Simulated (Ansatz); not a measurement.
Here is an unrelaxed guess for Mg5CdTe6.

```cif
data_structure
_symmetry_space_group_name_H-M 'P-4m2'
_symmetry_Int_Tables_number 115
_cell_length_a 4.2092
_cell_length_b 4.2092
_cell_length_c 17.8580
_cell_angle_alpha 90.000
_cell_angle_beta 90.000
_cell_angle_gamma 90.000
_cell_volume 316.39
loop_
_atom_site_label
_atom_site_type_symbol
_atom_site_symmetry_multiplicity
_atom_site_Wyckoff_symbol
_atom_site_fract_x
_atom_site_fract_y
_atom_site_fract_z
_atom_site_occupancy
Mg1 Mg 2 e 0.00000 0.00000 0.66667 1
Mg2 Mg 2 f 0.50000 0.50000 0.83333 1
Mg3 Mg 1 c 0.50000 0.50000 0.50000 1
Cd1 Cd 1 a 0.00000 0.00000 0.00000 1
Te1 Te 2 g 0.50000 0.00000 0.75000 1
Te2 Te 2 g 0.00000 0.50000 0.91667 1
Te3 Te 2 g 0.50000 0.00000 0.41667 1
```

The calculation used DFT PBE, scalar-relativistic, plane waves, PAW in Ansatz. Settings: cutoff 420 eV, Γ-centred mesh 4×4×1 on the computed 12-atom cell, Gaussian smearing of 0.10 eV; no spin polarisation.

Formation energies are uncorrected and refer to the elements' standard structures at the same level.

Question: Estimate its pressure, forces and energy as it stands.

Answer: The pressure is 17.2 GPa (the mean over three directions, positive in compression), the largest force is 0.93 eV/Å, and the energy is −0.45 eV/atom against the elements. The shortest distance is 2.58 Å.

Question: Is it a good guess?

Answer: A rough one: relaxing gains about 0.36 eV/atom in 9 ionic steps and ends at −0.811 eV/atom on the finer mesh. The symmetry stays P-4m2 (No. 115). The volume per atom grows by 31.9 %, from 26.4 to 34.8 Å³. The shortest distance goes from 2.58 Å (Cd–Te and Mg–Te) to 2.82 Å (Mg–Te). Conventional cell: a = 4.620 Å, c = 19.547 Å. Mg on a site of symmetry 2mm is surrounded by 4 Te at 2.82 Å; around Cd lie 4 Te at 2.86 Å; Te on its first site is surrounded by 4 Mg at 2.82 Å; 4 more sites not described.

The last run used a 6×6×2 mesh (in the run's order of axes) for its 12-atom cell and Gaussian smearing of 0.02 eV. These runs have no spin–orbit coupling, which can matter for Te. The reference form of Te is held partly by dispersion forces, which this level lacks. The relaxation can't lower the symmetry of the start, and the grade says only how near the guess is to its own end. Symmetry constrained the relaxation, so the result can be a saddle point.
